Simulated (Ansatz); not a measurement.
RbTe$_{6}$N: reading a single point

```
N Rb Te
1.0
     4.74900    2.74183    3.23867
    -4.74900    2.74183    3.23867
     0.00000   -5.48367    3.23866
N Rb Te
1 1 6
Direct
  0.00000 0.00000 0.00000
  0.50000 0.50000 0.50000
  0.71600 0.78900 0.10300
  0.10300 0.71600 0.78900
  0.78900 0.10300 0.71600
  0.28400 0.21100 0.89700
  0.89700 0.28400 0.21100
  0.21100 0.89700 0.28400
```

The numbers come from plane-wave PAW DFT (Ansatz): r2SCAN, no spin polarisation, 500 eV, 6×6×6 Γ-centred k points, fermi-dirac occupations (width 0.1 eV). Nothing was relaxed.

(1) Metal or insulator?

(2) What do density and ELF say about some of the short contacts?

(3) Where is the largest force?

(4) What does the stress say?

(5) What is the formation energy?

(6) Which element gives electrons and which takes them?

Origin: a known structure type with other elements, at an estimated volume, so it need not be a known compound. Caveats: many states at the Fermi level without spin polarisation, so a magnetic state may lie lower.

## Answers

(1) It is a metal, with about 6.3 states/eV a cell as the mean within 0.25 eV of the Fermi level, mostly Te p (92 %).

(2) N–Te at 2.33 Å: least valence density 0.50 e/Å³ and ELF 0.43 there. Rb–Te at 3.60 Å: least valence density 0.07 e/Å³ and ELF 0.04 there. Both are smooth PAW fields, read partly inside the augmentation spheres.

(3) The largest is on Te4 (and as large on other atoms): 0.62 eV/Å, components (0.56, 0.20, -0.19). It makes 164° with the line to a nearest neighbour, N1 at 2.33 Å, pointing away from it.

(4) The pressure is 0.8 GPa (compression positive), so with the atoms held at these fractions the cell would first expand. The principal stresses 0.0, 1.3, 1.3 GPa differ, so its shape would change too.

(5) 0.60 eV an atom against the elements' usual phases (free molecules for gases, crystals otherwise, with no correction for O₂ or N₂), so at this geometry it isn't bound against them. Relaxing would lower it.

(6) Bader charges in e: Rb +0.76, Te +0.05, N -1.08. In the mean Rb gives up most and N takes most.
